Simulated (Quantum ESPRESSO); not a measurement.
Ge6AsAl, a curve over strain

Simulated, not a measurement. The program is pw.x of Quantum ESPRESSO 7.5 (plane-wave density functional theory). The cell is made up: 8 atoms on a zincblende/diamond lattice, with randomly drawn elements, strain and displacements, not relaxed. PseudoDojo standard norm-conserving files (v0.5 for PBE, v0.4.1 for LDA and PBEsol) set the functional; there is no spin polarisation, spin-orbit coupling or dispersion term, and the masses in the input are unused placeholders.

Seven runs add a strain to one cell (the same linear strain along x, y and z); the atoms follow the cell and are not relaxed. Stress in the table is positive in tension.

Input of the run at +0.0055:

```
&control calculation='scf', pseudo_dir='./dojo.nc.sr.pbe.v0_5.standard.upf', outdir='./o', disk_io='low', tprnfor=.true., tstress=.true. /
&system ibrav=0, nat=8, ntyp=3, nbnd=61, ecutwfc=84.00895049, nosym=.true., tot_charge=0,
 occupations='smearing', smearing='fd', degauss=0.0073498644
/
&electrons conv_thr=7.350e-09, electron_maxstep=60, /
ATOMIC_SPECIES
Al 1.0 Al.upf
As 1.0 As.upf
Ge 1.0 Ge.upf
CELL_PARAMETERS angstrom
5.7759 0.0 0.0
0.0 5.7759 0.0
0.0 0.0 5.7759
ATOMIC_POSITIONS angstrom
Ge -0.0464 -0.0624 0.0023
Ge -0.0011 2.9217 2.8696
As 2.8932 -0.003 2.7931
Ge 2.8265 2.8927 0.021
Ge 1.4527 1.4368 1.3835
Ge 1.4505 4.2822 4.2574
Al 4.3718 1.5046 4.3334
Ge 4.3566 4.2825 1.4919
K_POINTS automatic
6 6 6 1 1 1
```

| added strain | free energy less that of the input shown (eV) | stress xx (GPa) | stress yy (GPa) | stress zz (GPa) | stress xy (GPa) | pressure (GPa) | iterations |
| --- | --- | --- | --- | --- | --- | --- | --- |
| -0.0248 | 0.3881 | -7.28 | -7.39 | -7.34 | 0.29 | 7.34 | 10 |
| -0.0167 | 0.2153 | -5.17 | -5.28 | -5.25 | 0.28 | 5.23 | 10 |
| -0.0119 | 0.1384 | -4.04 | -4.14 | -4.12 | 0.27 | 4.10 | 10 |
| +0.0055 | 0.0000 | -0.51 | -0.61 | -0.60 | 0.25 | 0.57 | 10 |
| +0.0130 | 0.0022 | 0.75 | 0.66 | 0.65 | 0.23 | -0.69 | 10 |
| +0.0152 | 0.0090 | 1.09 | 1.00 | 1.00 | 0.23 | -1.03 | 10 |

Question: one run is left out of the table, at -0.0080. Estimate its stress xx (GPa).

Answer: -3.17. The whole row:

```
added strain  free energy less that of the input shown (eV)  stress xx (GPa)  stress yy (GPa)  stress zz (GPa)  stress xy (GPa)  pressure (GPa)  iterations
     -0.0080                                         0.0886            -3.17            -3.27            -3.25             0.27            3.23          10
```

A cubic fit gives a slope of stress xx against the added strain of 193 GPa at zero added strain, with the atoms clamped. Across the table the free energy follows the integral of the stress to within 0.3 meV. A rerun of one of the cells at 1437 eV and a 8 x 8 x 8 mesh moved values by no more than 0.003 eV in energy, 0.02 GPa in stress and 0.008 eV/Å in force.